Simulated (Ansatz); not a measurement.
GeMo2C:
```cif
data_C2Ge2Mo4
_chemical_formula_sum 'Ge2 Mo4 C2'
_space_group_name_H-M_alt 'P63/mmc'
_space_group_IT_number 194
_space_group_name_Hall '-P 6c 2c'
_cell_length_a 3.14169
_cell_length_b 3.14169
_cell_length_c 12.42898
_cell_angle_alpha 90.000
_cell_angle_beta 90.000
_cell_angle_gamma 120.000
loop_
_atom_site_label
_atom_site_type_symbol
_atom_site_symmetry_multiplicity
_atom_site_Wyckoff_symbol
_atom_site_fract_x
_atom_site_fract_y
_atom_site_fract_z
_atom_site_occupancy
Ge1 Ge 2 d 0.66667 0.33333 0.25000 1
Mo1 Mo 4 f 0.33333 0.66667 0.08962 1
C1 C 2 a 0.00000 0.00000 0.00000 1
```

This is the r²SCAN-relaxed structure.

Q: All from plane-wave PAW r²SCAN (Ansatz code), unless another level is named. Predict the electronic character.

A: metallic (no gap).

Q: Next, the formation energy from the elements (no fitted shifts)?

A: -0.060 eV/atom.

Q: And the density of states at the Fermi level?

A: 0.56 states/eV per atom (mean over ±0.08 eV).

Q: And the gap with spin–orbit coupling?

A: none (metallic).

Space group P6_3/mmc. The start of the workflow was typed in or built on a structure type; neither database checked (COD, Materials Project) lists it. Its standing as an ambient phase is unchecked. The cell was relaxed with r²SCAN under the symmetry of its start; whether a distortion lowers the energy is not shown. The run is not spin-polarised. The references are the lowest solids computed at this level, not always the standard phases. Scalar-relativistic: spin–orbit coupling is off unless named, which matters more the heavier the elements.

Potentials: the earlier of the program's two PAW sets.
